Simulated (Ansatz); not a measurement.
Relaxed-ion elastic tensor of Ga₂S₃ in space group Cc (No. 9; Pearson symbol mS20) in GPa (Voigt order), the program Ansatz at the r²SCAN level (PAW); density 3.56 g/cm³, 21.97 Å³ per atom.

```
      1     2     3     4     5     6
-  ----  ----  ----  ----  ----  ----
1  59.7  19.2  16.8   0.0  -4.6   0.0
2  19.2  64.6  21.8   0.0  -0.4   0.0
3  16.8  21.8   113   0.0  -6.5   0.0
4   0.0   0.0   0.0  27.4   0.0  -2.1
5  -4.6  -0.4  -6.5   0.0  26.4   0.0
6   0.0   0.0   0.0  -2.1   0.0  23.5
```

### Question
Is the crystal mechanically stable?

### Answer
Yes: the smallest eigenvalue of C is 22.5 GPa.

### Question
Work out the Voigt, Reuss and Hill averages.

### Answer
K_V = 39.2, K_R = 36.2, K_H = 37.7; G_V = 27.4, G_R = 25.8, G_H = 26.6 GPa.

### Question
Give Young's modulus, Poisson's ratio, Pugh's ratio and the universal anisotropy index.

### Answer
E = 9KG/(3K + G) = 64.6 GPa; ν = 0.21; K/G = 1.42 (brittle by the Pugh limit of 1.75); A_U = 5G_V/G_R + K_V/K_R − 6 = 0.39.

### Question
Estimate the sound speeds and the Debye temperature.

### Answer
v_l = √((K + 4G/3)/ρ) = 4530 m/s, v_t = √(G/ρ) = 2730 m/s, mean 3020 m/s; Θ = (h/k)(3n/4πV)^(1/3) v_m = 321 K.

### Question
Solve the Christoffel equation for the three sound speeds along x, y, z.

### Answer
Eigenvalues of C_ijkl n_j n_l equal ρv² (piezoelectric stiffening left out). In km/s, slowest first: x 2.57, 2.69, 4.12; y 2.52, 2.82, 4.26; z 2.70, 2.77, 5.64.

### Question
How much does each axis shrink under pressure?

### Answer
Linear compressibilities β_i = Σ_j S_ij (j = 1 to 3): x 12, y 10, z 5.3 per TPa.

The first step of the workflow began from a Materials Project structure, measured or hypothetical; the Crystallography Open Database files this formula in space group No. 9, but the cells were not matched. Its standing as an ambient phase is unchecked. The cell was relaxed with r²SCAN under the symmetry of its start; whether a distortion lowers the energy is not shown.

Potentials: the later of the program's two PAW sets.
